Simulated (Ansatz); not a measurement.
The end point of a relaxation of HfO$_{2}$. All values below come from r2SCAN (plane waves to 500 eV, PAW, scalar-relativistic; Ansatz, a program for electronic structure).

```cif
data_Hf4O8
_chemical_formula_sum 'Hf4 O8'
_space_group_name_H-M_alt 'P 1'
_space_group_IT_number 1
_cell_length_a 5.11418
_cell_length_b 5.18192
_cell_length_c 5.29587
_cell_angle_alpha 90.000
_cell_angle_beta 99.464
_cell_angle_gamma 90.000
loop_
_space_group_symop_operation_xyz
  'x, y, z'
loop_
_atom_site_label
_atom_site_type_symbol
_atom_site_fract_x
_atom_site_fract_y
_atom_site_fract_z
_atom_site_occupancy
Hf1 Hf 0.27620 0.04186 0.20826 1
Hf2 Hf 0.72380 0.54186 0.29174 1
Hf3 Hf 0.72380 0.95814 0.79174 1
Hf4 Hf 0.27620 0.45814 0.70826 1
O1 O 0.07004 0.33376 0.34403 1
O2 O 0.92996 0.83376 0.15597 1
O3 O 0.92996 0.66624 0.65597 1
O4 O 0.07004 0.16624 0.84403 1
O5 O 0.44797 0.75767 0.47848 1
O6 O 0.55203 0.25767 0.02152 1
O7 O 0.55203 0.24233 0.52152 1
O8 O 0.44797 0.74233 0.97848 1
```

**Question.** Determine the symmetry and give the standard cell with its independent sites.

**Answer.** Space group P2₁/c (No. 14); a = 5.114 Å, b = 5.182 Å, c = 5.296 Å, α = γ = 90.00°, β = 99.46°

```json
[
 {"atom": "Hf", "site": "4e", "symmetry": "1", "x": "0.2762", "y": "0.0419", "z": "0.2083"},
 {"atom": "O", "site": "4e", "symmetry": "1", "x": "0.0700", "y": "0.3338", "z": "0.3440"},
 {"atom": "O", "site": "4e", "symmetry": "1", "x": "0.5520", "y": "0.2577", "z": "0.0215"}
]
```

This is the AFLOW prototype A2B_mP12_14_2e_e (C43, as in ZrO2).

**Question.** Give the shortest distances between elements (the closest pairs, up to four, under 3.6 Å).

**Answer.** Hf–O 2.04 Å; O–O 2.53 Å; Hf–Hf 3.31 Å.

The volume per atom is 11.54 Å³, the band gap is 4.60 eV, indirect (valence top at Γ, conduction bottom at Y2) (no spin-orbit coupling) and the smallest direct gap comes out as 4.68 eV at Y2.

No spin polarisation in the result.

The run could not lose the symmetry of its start.

The first start was generated by placing the elements on the sites of a structure type. A measured structure of HfO2 has the same space group, P2₁/c (No. 14); the sites were not compared with it.
